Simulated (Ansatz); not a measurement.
WS2 in space group Pa-3 (No. 205; W on 4a, S on 8c), r²SCAN (plane waves, PAW; program Ansatz), all energies at zero smearing, with the estimated change up to a 700 eV cutoff added, with one set of potentials and settings (totals compare only within such a set). Cell of 12 atoms (4 W, 8 S): -48843.044 eV.

```csv
element,reference phase,E (eV/atom)
W,"Im-3m, 1 atoms in the cell",-10398.2538
S,"P2/c, 32 atoms in the cell",-905.8150
```

Formation energy per atom, worked out: (-48843.044 − 4×(-10398.2538) − 8×(-905.8150))/12 = -0.292 eV/atom (-28 kJ per mol of atoms), at 0 K, without zero-point energy or fitted corrections.

The start of the workflow was typed in or built on a structure type; neither database checked (COD, Materials Project) lists it. It is not the phase usual at ambient conditions (space group No. 194). The cell was relaxed with r²SCAN under the symmetry of its start; its stability against distortions is not shown here. The final state is ferromagnetic, chosen from 2 collinear starts compared on coarse meshes (ties went to the first, and starts can fall back to one state), not a proven ground state. Other orbital occupations within this spin state were not tried. No Hubbard U is applied. The references are the lowest solids computed at this level, not always the standard phases. Spin–orbit coupling is left out wherever it is not named.

Potentials: the earlier of the program's two PAW sets.
